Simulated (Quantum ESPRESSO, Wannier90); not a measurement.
**Wannier functions of MgSe (zinc blende)**

```
begin unit_cell_cart
ang
    0.0000000000    2.9689300000    2.9689300000
    2.9689300000    0.0000000000    2.9689300000
    2.9689300000    2.9689300000    0.0000000000
end unit_cell_cart
begin atoms_frac
Mg   0.0000000000  0.0000000000  0.0000000000
Se  -0.2500000000 -0.2500000000 -0.2500000000
end atoms_frac
```

Cell from Materials Project (mp-13031), symmetrised, no further relaxation. Not found in the COD (Crystallography Open Database) copy used, which has the formula in other groups; not checked further. Computed values, not measurements, from LDA: Quantum ESPRESSO (norm-conserving PseudoDojo potentials, cutoff 69 Ry, no spin polarisation, no spin-orbit coupling) on a Γ-centred 10×10×10 mesh, then Wannier90. Density: 10×10×10 mesh, cold smearing 0.01 Ry. Spin-orbit coupling, left out, would split the p-like bands by a few tenths of an eV.

A tight-binding model is made by disentanglement and projection with no localisation steps (num_iter = 0), so the 8 orbitals stay atom-like: hydrogen-like Mg: s;p; Se: s;p, axes along x, y, z; frozen window up to 3.89 eV relative to the valence-band maximum. It follows pw.x to 2.1 meV rms for states up to 3.4 eV relative to the valence-band maximum. Matrix elements depend on this choice of orbitals and windows.

What are the on-site energies relative to the valence-band maximum, and how fast do the hoppings decay?


| atom | orbitals | energy (eV) |
|---|---|---|
| Mg1 | s | 3.30 |
| Mg1 | pz px py | 6.37 |
| Se2 | s | -9.92 |
| Se2 | pz px py | 0.66 |

```tsv
distance of the centres (Å)	largest modulus (eV)
2–3	1.2
4–5	0.44
5–6	0.044
6–7	0.073
7–8	0.031
8–9	0.037
9–10	0.0073
10–11	0.0079
11–12	0.0038
12–13	0.0049
```
